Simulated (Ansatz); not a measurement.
Data:

Bi$_{2}$LiTe$_{3}$:
```xyz
6
Lattice="4.5591 0.0000 0.0000 -2.2795 3.9483 0.0000 0.0000 0.0000 9.9963" Properties=species:S:1:pos:R:3 pbc="T T T"
Te     0.0000     2.6322     6.4855
Bi     2.2795     1.3161     8.1792
Te     0.0000     0.0000     0.0000
Bi     0.0000     2.6322     1.8171
Te     2.2795     1.3161     3.5108
Li     0.0000     0.0000     4.9982
```

This is the PBE+D3(BJ)-relaxed structure.

Q: All from PBE+D3(BJ) in the plane-wave PAW code Ansatz, unless another level is named. Predict the highest zone-centre frequency.

A: 183 cm⁻¹.

Q: Next, the bulk modulus (Birch–Murnaghan fit)?

A: 38.2 GPa.

Space group P-3m1. The cell is a constructed one: a structure type filled with these elements; neither database checked (COD, Materials Project) lists it. Whether it is the stable phase at ambient conditions was not checked. The PBE+D3(BJ) relaxation kept the symmetry of its start; of distortions, only those at the zone centre were tested. With an odd number of electrons in the cell and no spin polarisation, the count alone makes it a metal. As this level gives no gap, phonon frequencies hold no LO–TO term and depend on the k-mesh and smearing (Fermi–Dirac, 0.1 eV here). Scalar-relativistic: spin–orbit coupling is off unless named, which matters more the heavier the elements.

Potentials: the later of the program's two PAW sets.
